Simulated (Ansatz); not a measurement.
Space group I4/mmm (No. 139). a = 3.723 Å, b = 3.723 Å, c = 11.450 Å, α = 90.00°, β = 90.00°, γ = 90.00°
```json
{"atom": "Sr", "site": "2a", "symmetry": "4/mmm", "x": "0.0000", "y": "0.0000", "z": "0.0000"}
{"atom": "Co", "site": "4d", "symmetry": "-4m2", "x": "0.0000", "y": "0.5000", "z": "0.2500"}
{"atom": "P", "site": "4e", "symmetry": "4mm", "x": "0.0000", "y": "0.0000", "z": "0.3503"}
```

Equation of state of this SrCo2P2 structure (not necessarily the ground state), with shape and atoms relaxed at each volume where symmetry leaves them free. It has no gap at any of these volumes. These are results of DFT PBEsol, scalar-relativistic, plane waves, PAW in Ansatz 0.2.0, not measurements.

Cutoff 420 eV; k points 14×14×14 on the computed 5-atom cell (Γ-centred); Gaussian smearing, width 0.10 eV; collinear spin.

```json
{"V (Å³/atom)": "14.443", "E − E(largest V) (meV/atom)": "26.36", "P (GPa)": "9.96"}
{"V (Å³/atom)": "14.919", "E − E(largest V) (meV/atom)": "2.87", "P (GPa)": "6.13"}
{"V (Å³/atom)": "15.395", "E − E(largest V) (meV/atom)": "-10.54", "P (GPa)": "2.86"}
{"V (Å³/atom)": "15.871", "E − E(largest V) (meV/atom)": "-14.73", "P (GPa)": "-0.03"}
{"V (Å³/atom)": "16.348", "E − E(largest V) (meV/atom)": "-10.86", "P (GPa)": "-2.55"}
{"V (Å³/atom)": "16.824", "E − E(largest V) (meV/atom)": "0.00", "P (GPa)": "-4.71"}
```

Task: Fit a third-order Birch–Murnaghan equation to E(V).

Result: V0 = 15.87 Å³/atom, B0 = 90 GPa, B0' = 3.0.

Cost: 6 runs of about 37 core-minutes in all, on Arm Neoverse V2 (shared hosts).